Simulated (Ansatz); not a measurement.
Ansatz (a quantum-chemistry and plane-wave program) input:

Ansatz 0.2 input:
```yaml
crystal:
  lattice:
    - [-5.1432952727, 0.0, 0.0]
    - [-2.581394044, 2.1477458761, 8.4846485645]
    - [-2.5648283971, 4.8928526597, 0.0]
  atoms:
    - { symbol: Li, position: [0.6685624487, 0.1146283624, 0.5435525982], spin: 0.0 }
    - { symbol: Li, position: [0.9165140458, 0.3604293862, 0.8058703569], spin: 0.0 }
    - { symbol: Nb, position: [0.7471313863, 0.7617662995, 0.7488964222], spin: 0.01 }
    - { symbol: Nb, position: [0.2460446585, 0.2413631346, 0.2614788724], spin: 0.01 }
    - { symbol: Nb, position: [0.5077335869, 0.5048963843, 0.49318583], spin: 0.01 }
    - { symbol: Nb, position: [0.9954527798, 0.9966787952, 0.0030922477], spin: 0.01 }
    - { symbol: Ni, position: [0.1954228832, 0.5982681306, 0.0159240552], spin: 1.59 }
    - { symbol: O, position: [0.1553187291, 0.6855026897, 0.6358438138], spin: 0.03 }
    - { symbol: O, position: [0.6614465811, 0.1926664391, 0.1167934517], spin: 0.03 }
    - { symbol: O, position: [0.6405264941, 0.571384517, 0.7506744436], spin: 0.03 }
    - { symbol: O, position: [0.13987028, 0.0774369572, 0.2288143089], spin: 0.03 }
    - { symbol: O, position: [0.7754757236, 0.9491925118, 0.8530894764], spin: 0.03 }
    - { symbol: O, position: [0.2746365952, 0.4543190374, 0.3578200098], spin: 0.03 }
    - { symbol: O, position: [0.739785177, 0.8907202587, 0.4156029711], spin: 0.03 }
    - { symbol: O, position: [0.2160160854, 0.3914160391, 0.9297450623], spin: 0.03 }
    - { symbol: O, position: [0.7456451041, 0.6338383156, 0.1691888985], spin: 0.03 }
    - { symbol: O, position: [0.2185823308, 0.1406397095, 0.6728155226], spin: 0.03 }
    - { symbol: O, position: [0.2805704489, 0.8117169639, 0.983508916], spin: 0.03 }
    - { symbol: O, position: [0.7846905613, 0.3199940683, 0.4983929429], spin: 0.03 }
kpoints:
  mp_grid: { grid: [5, 3, 5] }
hamiltonian:
  xc: r2scan
  pseudopotentials: { kind: paw }
magnetization: { spin_polarized: true }
scf:
  occupations: { method: gaussian, width: 0.02 }
output:
  optics: { e_range: [0.0, 15.0], de: 0.05, sigma: 0.1, bands: { spectra_wanted_up_to: 12 eV } }
```

Output (shortened):

```
output.optics: the spectra are integrated over the Brillouin zone by k·p interpolation around the k-points, where levels, occupations, output.optics.sigma and …
Pseudopotential: Li, paw, valence charge 3
Pseudopotential: Nb, paw, valence charge 13
Pseudopotential: Ni, paw, valence charge 18
Pseudopotential: O, paw, valence charge 6
Functional definition: r2SCAN
Crystal: 19 atoms, lattice volume = 213.519 Å³
Basis set: ecut = 500 eV, 5407 PW (Γ), exchange–correlation on 160×288×180 points (64 copies of the dense FFT grid, shifted against one another)
Bands: 94, of which v1, the nominal top of the filled ones, is band 74 counted from 1 (73 counted from 0)
Symmetry: 1 space group operations
Space group: P1 (ITA 1), of the structure as read, at distance tolerance 6.0e-5 Å
k-points: 38 of 75 (time reversal used)
Starting moments: Σ|m| = 1.99 μB on 17 of 19 sites
SCF iter   1: F=—  HF=-31319.349876 eV  |F-HF|=—  |Δ(HF+E_count)|=         —  Δρ=9.93e-2 (↑5.47e-2 ↓9.93e-2)  dr2=4.24e1  dr2_τ=2.28e-1  dr2_m=1.30e0  M=2.000 μB ∫|m|=2.008 μB  β_m=1.00  ethr=3.10e-3  ⟨swp⟩=6.0  Hψ=25922  notcnv=0  defer=44
Mixer restart at iter 1: flushing history
preconditioner: auto → Resta (q_TF=auto, 2.567 Å⁻¹)
spin=Collinear: Resta preconditioning applied to the charge; magnetization (m = ρ↑ − ρ↓) channel mixes plain (no charge-response kernel on spin).
SCF iter   2: F=—  HF=-31329.161918 eV  |F-HF|=—  |Δ(HF+E_count)|=    9.81e0  Δρ=3.50e-2 (↑3.50e-2 ↓3.07e-2)  dr2=5.25e0  dr2_τ=6.88e-2  dr2_m=9.02e-1  M=2.000 μB ∫|m|=2.192 μB  β_m=1.00  ethr=3.10e-3  ⟨swp⟩=3.5  Hψ=15155  notcnv=0  defer=1017  κ⁻¹=1.0e0(r=1)
SCF iter   3: F=—  HF=-31340.055214 eV  |F-HF|=—  |Δ(HF+E_count)|=    1.09e1  Δρ=2.03e-2 (↑1.93e-2 ↓2.03e-2)  dr2=3.28e0  dr2_τ=1.79e-2  dr2_m=9.01e-3  M=2.000 μB ∫|m|=2.182 μB  β_m=1.00  ethr=3.10e-3  ⟨swp⟩=2.0  Hψ=14368  notcnv=0  defer=1060  κ⁻¹=4.4e-2(r=2)…
SCF iter   4: F=—  HF=-31348.098181 eV  |F-HF|=—  |Δ(HF+E_count)|=    8.04e0  Δρ=1.46e-2 (↑1.45e-2 ↓1.46e-2)  dr2=1.87e0  dr2_τ=1.09e-2  dr2_m=7.93e-4  M=2.000 μB ∫|m|=2.161 μB  β_m=1.00  ethr=2.21e-3  ⟨swp⟩=2.4  Hψ=11076  notcnv=0  defer=1076  κ⁻¹=5.3e-3(r=3)…
SCF iter   5: F=—  HF=-31352.132539 eV  |F-HF|=—  |Δ(HF+E_count)|=    4.03e0  Δρ=9.15e-3 (↑7.24e-3 ↓9.15e-3)  dr2=5.05e-1  dr2_τ=5.22e-3  dr2_m=1.06e-2  M=2.000 μB ∫|m|=2.114 μB  β_m=1.00  ethr=1.27e-3  ⟨swp⟩=3.0  Hψ=13297  notcnv=0  defer=1091  κ⁻¹=9.5e-4(r=4)
SCF iter   6: F=—  HF=-31352.288469 eV  |F-HF|=—  |Δ(HF+E_count)|=   1.56e-1  Δρ=4.92e-3 (↑3.69e-3 ↓4.92e-3)  dr2=9.65e-2  dr2_τ=1.49e-3  dr2_m=4.19e-3  M=2.000 μB ∫|m|=2.108 μB  β_m=1.00  ethr=3.41e-4  ⟨swp⟩=2.6  Hψ=11675  notcnv=0  defer=1091  κ⁻¹=2.0e-4(r=5)
SCF iter   7: F=—  HF=-31352.291233 eV  |F-HF|=—  |Δ(HF+E_count)|=         —  Δρ=1.83e-3 (↑1.83e-3 ↓1.76e-3)  dr2=1.84e-2  dr2_τ=4.13e-4  dr2_m=5.53e-5  M=2.000 μB ∫|m|=2.099 μB  β_m=1.00  ethr=6.52e-5  ⟨swp⟩=2.6  Hψ=13762  notcnv=0  defer=1084
Mixer restart at iter 7: flushing history
SCF iter   8: F=—  HF=-31352.296547 eV  |F-HF|=—  |Δ(HF+E_count)|=   5.31e-3  Δρ=1.21e-3 (↑1.21e-3 ↓1.19e-3)  dr2=9.96e-3  dr2_τ=1.64e-4  dr2_m=1.75e-6  M=2.000 μB ∫|m|=2.098 μB  β_m=1.00  ethr=1.24e-5  ⟨swp⟩=2.0  Hψ=8177  notcnv=0  defer=1083  κ⁻¹=1.0e0(r=1)
SCF iter  25: F=-31352.302511 eV  HF=-31352.302511 eV  |F-HF|=0.00e0  |Δ(HF+E_count)|=  7.28e-12  Δρ=2.19e-8 (↑1.66e-8 ↓2.19e-8)  dr2=1.47e-12  dr2_τ=1.86e-14  dr2_m=3.74e-14  M=2.000 μB ∫|m|=2.099 μB  ethr=1.00e-12  ⟨swp⟩=9.2  Hψ=30587  notcnv=0
SCF 1 converged in 25 iterations: F = -31352.302511 eV  dr2 = 1.47e-12
NSCF: frozen V_eff on 38 k-points
Optics k sum: 0 of 38 k-points
Optics k sum: 2 of 38 k-points
Optics k sum: 4 of 38 k-points
Optics k sum: 6 of 38 k-points
Optics k sum: 8 of 38 k-points
Optics k sum: 10 of 38 k-points
Optics k sum: 12 of 38 k-points
Optics k sum: 14 of 38 k-points
Optics k sum: 16 of 38 k-points
Optics k sum: 18 of 38 k-points
Optics k sum: 19 of 38 k-points
Optics k sum: 21 of 38 k-points
Optics k sum: 23 of 38 k-points
Optics k sum: 25 of 38 k-points
Optics k sum: 27 of 38 k-points
Optics k sum: 29 of 38 k-points
Optics k sum: 31 of 38 k-points
Optics k sum: 33 of 38 k-points
Optics k sum: 35 of 38 k-points
Optics k sum: 37 of 38 k-points
Optics k sum: 38 of 38 k-points
Optics k sum: 0 of 38 k-points
Optics k sum: 2 of 38 k-points
Optics k sum: 4 of 38 k-points
Optics k sum: 6 of 38 k-points
Optics k sum: 8 of 38 k-points
Optics k sum: 10 of 38 k-points
Optics k sum: 12 of 38 k-points
Optics k sum: 14 of 38 k-points
Optics k sum: 16 of 38 k-points
Optics k sum: 18 of 38 k-points
Optics k sum: 19 of 38 k-points
Optics k sum: 21 of 38 k-points
Optics k sum: 23 of 38 k-points
Optics k sum: 25 of 38 k-points
Optics k sum: 27 of 38 k-points
Optics k sum: 29 of 38 k-points
Optics k sum: 31 of 38 k-points
Optics k sum: 33 of 38 k-points
Optics k sum: 35 of 38 k-points
Optics k sum: 37 of 38 k-points
Optics k sum: 38 of 38 k-points
output.optics treated this state as an insulator …
output.optics: what the bands over the 136 summed would add to eps1, eps2 and the energy-loss function is held between a lower and an upper bound (10 Lanczos …
Stability not checked (another_mixer)
SCF converged after 25 iterations
Magnetization: 2.0000 μB (75.0000 up, 73.0000 down)
Absolute magnetization: 2.0994 μB (∫|ρ↑−ρ↓|, with the PAW one-centre terms)
Spin contamination: 0.0056 ħ² per cell (⟨S²⟩ above its minimum at these occupations)
Per-site moments (μB) at R_I (Å): [(1.0312901349076357e-5, 0.8360536603915647), (0.0003280126525571519, 0.8524317260910064), (0.0038836796180187747, 0.7542315021477984), (0.001553056193460798, 0.7499534203903724), (0.010162487042896086, 0.7645160675086246), …
Free energy (F): -31352.302511 eV
Harris-Foulkes:  -31352.302511 eV  (|F-HF|=0.00e0)
Internal energy: -31352.302511 eV  (E = F + TS)
E sigma→0 (E₀):  -31352.302511 eV
Fermi energy:    9.633184 eV
--- Per-component energies (eV) ---
  E_band       = -1464.905780
  E_kinetic    = 4007.808812
  E_local      = -13941.930509  (includes V_loc(G=0)·N_el)
  E_nonlocal   = 1604.232013
  E_hartree    = 5268.319905
  E_xc         = -1660.346563
  E_vxc        = -2361.687888  (∫ρ·V_xc dr)
  E_paw        = -15963.725887  (= ΣΔE_a)
  E_vpaw       = -1460.768499  (= ΣTr[D̂ρ^β])
  E_aug_tail   = 0.011979  (compensation charges beyond the density's cutoff)
  E_vtau       = 150.788562  (kinetic-family band-sum trace: ∫τ·v_τ [+ j·A + Jᵃ·Aᵃ] dr)
  E_ewald      = -10665.219179
  E_core_change = -1.453082  (= ΣΔE_core)
  E_smearing   =  0.000000  (= −TS)
  E_closure    =  0.000000  (closes the sum)
  Σ components = -31352.302511   (vs F -31352.302511, Δ=0.00e0)
  [band-id]    e_kinetic+e_local+e_nonlocal+2·e_hartree+e_vxc+e_vpaw+e_augmentation_tail+e_vtau = -1464.905720   (vs E_band -1464.905780, Δ=6.00e-5)
--- Band table (eV; the first three rows and the last of 76) ---
  k-point 0 ↑: bands = ["-99.3554", "-58.2727", "-58.2655", "-58.2136", "-48.7433", "-48.6733", "-48.6070", "-48.5244", "-36.4931", "-36.4670", "-24.2986", "-24.2626", "-24.2224", "-24.1780", "-24.1544", "-24.1313", "-24.1215", "-24.0716", "-24.0675", …
  k-point 1 ↑: bands = ["-99.3554", "-58.2727", "-58.2655", "-58.2136", "-48.7431", "-48.6734", "-48.6071", "-48.5245", "-36.4931", "-36.4670", "-24.3011", "-24.2624", "-24.2338", "-24.1743", "-24.1571", "-24.1415", "-24.1071", "-24.0755", "-24.0604", …
  k-point 2 ↑: bands = ["-99.3554", "-58.2727", "-58.2655", "-58.2136", "-48.7429", "-48.6735", "-48.6071", "-48.5246", "-36.4931", "-36.4670", "-24.3062", "-24.2634", "-24.2439", "-24.1768", "-24.1597", "-24.1453", "-24.0943", "-24.0763", "-24.0562", …
  k-point 37 ↓: bands = ["-96.2957", "-55.3589", "-55.3239", "-55.3143", "-48.7321", "-48.6659", "-48.5882", "-48.5215", "-36.4926", "-36.4671", "-24.2970", "-24.2555", "-24.2382", "-24.1653", "-24.1376", "-24.1174", "-24.0963", "-24.0719", "-24.0316", …
```

Cost: about 70 core-minutes (a rough figure) on shared cores.

The start of the workflow was typed in or built on a structure type; neither database checked (COD, Materials Project) lists it. Whether it is the stable phase at ambient conditions was not checked. Symmetry was held in the r²SCAN relaxation; whether a distortion lowers the energy is not shown. Spin order of the final state: ferromagnetic, the only order run, not a proven ground state. Other orbital occupations within this spin state were not tried. No Hubbard U is applied. Scalar-relativistic: spin–orbit coupling is off unless named, which matters more the heavier the elements.

Potentials: the later of the program's two PAW sets.

Ansatz is a plane-wave DFT program.
